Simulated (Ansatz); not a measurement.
SiSnPt₅:
```cif
data_Pt5SiSn
_chemical_formula_sum 'Si1 Sn1 Pt5'
_space_group_name_H-M_alt 'P 1'
_space_group_IT_number 1
_cell_length_a 3.97894
_cell_length_b 3.97894
_cell_length_c 7.03971
_cell_angle_alpha 90.000
_cell_angle_beta 90.000
_cell_angle_gamma 90.000
loop_
_space_group_symop_operation_xyz
  'x, y, z'
loop_
_atom_site_label
_atom_site_type_symbol
_atom_site_fract_x
_atom_site_fract_y
_atom_site_fract_z
_atom_site_occupancy
Si1 Si 0.00000 0.00000 0.50000 1
Sn1 Sn 0.50000 0.50000 0.00000 1
Pt1 Pt 0.00000 0.50000 0.29560 1
Pt2 Pt 0.00000 0.50000 0.70440 1
Pt3 Pt 0.50000 0.00000 0.29560 1
Pt4 Pt 0.50000 0.00000 0.70440 1
Pt5 Pt 0.00000 0.00000 0.00000 1
```

Relaxed with r²SCAN.

Q: Which orbitals make up the states near the Fermi level in DFT-r²SCAN in the program Ansatz with PAW potentials?

A: Within 0.5 eV of the Fermi level: Pt 5d 66 %, Sn 5p 13 %, Pt 6s 6 %. Projections are on Löwdin-orthogonalised atomic valence shells; empty p or d shells of many metals are not among them.

Q: Tabulate the density of states.

A: States/eV per cell of 7 atoms, in 0.25 eV bins, energy from the Fermi level.

```
E (eV)  total  Pt 5d  Pt 6s  Si 3p
------  -----  -----  -----  -----
-7.85    2.07   0.81   0.50   0.30
-7.60    3.94   1.65   0.87   0.63
-7.35    2.64   1.04   0.65   0.59
-7.10    3.39   1.42   0.73   0.75
-6.85    2.59   1.33   0.42   0.45
-6.60    4.14   2.26   0.64   0.80
-6.35    4.71   3.25   0.39   0.66
-6.10    6.15   4.23   0.50   0.63
-5.85    8.23   6.31   0.39   0.54
-5.60    9.25   7.66   0.49   0.26
-5.35    8.39   7.06   0.46   0.29
-5.10    8.83   7.78   0.31   0.23
-4.85    9.03   8.00   0.26   0.29
-4.60    7.64   6.73   0.23   0.23
-4.35   11.36   9.82   0.29   0.42
-4.10    7.01   6.12   0.16   0.20
-3.85    7.20   6.47   0.13   0.20
-3.60    9.05   8.19   0.15   0.29
-3.35    8.87   8.00   0.17   0.25
-3.10    7.00   6.42   0.13   0.13
-2.85   10.59   9.88   0.21   0.16
-2.60   11.32  10.48   0.35   0.17
-2.35   10.21   9.45   0.29   0.18
-2.10   10.57   9.67   0.21   0.20
-1.85    9.76   8.83   0.21   0.25
-1.60    8.31   6.91   0.32   0.44
-1.35    5.81   4.62   0.32   0.33
-1.10    5.95   4.86   0.28   0.31
-0.85    5.15   4.09   0.18   0.28
-0.60    3.25   2.51   0.09   0.21
-0.35    1.54   1.17   0.04   0.08
-0.10    0.90   0.65   0.02   0.04
0.15     1.08   0.64   0.09   0.04
0.40     1.71   0.93   0.20   0.08
0.65     2.32   1.21   0.27   0.12
0.90     2.52   1.23   0.30   0.18
1.15     4.14   2.11   0.56   0.50
1.40     2.91   1.22   0.45   0.33
1.65     2.80   1.00   0.47   0.32
1.90     2.49   0.77   0.47   0.28
2.15     1.93   0.57   0.32   0.25
2.40     1.81   0.49   0.32   0.26
2.65     1.77   0.45   0.33   0.27
2.90     1.72   0.44   0.29   0.34
3.15     2.10   0.52   0.34   0.47
3.40     2.53   0.52   0.55   0.43
3.65     2.73   0.52   0.78   0.35
3.90     2.65   0.46   0.80   0.34
4.15     2.47   0.41   0.75   0.32
4.40     1.96   0.32   0.57   0.26
4.65     1.99   0.29   0.62   0.24
```

Space group P4/mmm. The first step of the workflow began from a Materials Project structure, measured or hypothetical; the Crystallography Open Database copy checked does not list it. Its standing as an ambient phase is unchecked. The cell was relaxed with r²SCAN under the symmetry of its start; whether a distortion lowers the energy is not shown. The run is not spin-polarised. Scalar-relativistic: spin–orbit coupling is off unless named, which matters more the heavier the elements.

Potentials: the later of the program's two PAW sets.
